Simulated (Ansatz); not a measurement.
ZrTa (rock salt), relaxed with PBEsol (Ansatz, an electronic-structure program, plane waves, PAW): a = 5.5748 Å, b = 5.5748 Å, c = 5.5748 Å, α = 90.00°, β = 90.00°, γ = 90.00°.

* **ΔH_f (eV/atom)**: 1.18
* **B₀ by P(V) fit (GPa)**: 105

Q: The same phase is relaxed and computed with r²SCAN in the same code. What are the cell and these values now?

A: a = 5.6427 Å, b = 5.6427 Å, c = 5.6427 Å, α = 90.00°, β = 90.00°, γ = 90.00°.

- ΔH_f (eV/atom): 1.25
- B₀ by P(V) fit (GPa): 94.9

Typed or built starts, not in the databases checked: ZrTa, rock salt. Unstable at this level: ZrTa, rock salt with PBEsol; ZrTa, rock salt with r²SCAN. All cells were relaxed under the symmetry of their starts (and spin orders); stability against distortions was not tested throughout. Rows with no word on spin ran without spin polarisation. Spin–orbit coupling is left out wherever it is not named.

Potentials: the later of the program's two PAW sets.

Ansatz is a plane-wave DFT program.

Formation energies count from the lowest solids of the elements computed at the same level, not from gases.
